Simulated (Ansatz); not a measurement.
A crystal relaxed with r2SCAN in the PAW code Ansatz has space group P6_3mc (No. 186) and a = 3.808 Å, c = 18.688 Å.

| atom | site | x | y | z |
| --- | --- | --- | --- | --- |
| Zn | 2b | 0.3333 | 0.6667 | 0.8333 |
| Zn | 2b | 0.6667 | 0.3333 | 0.6668 |
| Zn | 2a | 0.0000 | 0.0000 | 0.5000 |
| Xx | 2b | 0.3333 | 0.6667 | 0.9581 |
| Xx | 2b | 0.6667 | 0.3333 | 0.7916 |
| Xx | 2a | 0.0000 | 0.0000 | 0.6251 |

With r2SCAN the gap is 2.73 eV and direct, at Γ. With HSE06 the gap is 3.40 eV and direct, at Γ. With PBE the gap is 2.17 eV and direct, at Γ. Meshes: r2SCAN 12×12×2, HSE06 6×6×2, PBE 12×12×2. r2SCAN's ε∞ is 5.4 along all three axes, to this precision.

**Question.** Which element is Xx?
A. O
B. S
C. Te
D. Se

**Answer.** B. Xx is S: ZnS (P6_3mc) from a database of computed structures. Around Zn lie 4 S at 2.33 Å; around Zn lie 4 S at 2.33–2.34 Å; around S lie 4 Zn at 2.33 Å; around S lie 4 Zn at 2.33–2.34 Å.

No spin polarisation and no zero-point or thermal motion.

The meshes of the hybrids are coarse, so their gaps aren't converged to the digits shown.

For a response run the program warns that the ground state's bands aren't all converged, so ε∞ carries an extra error.
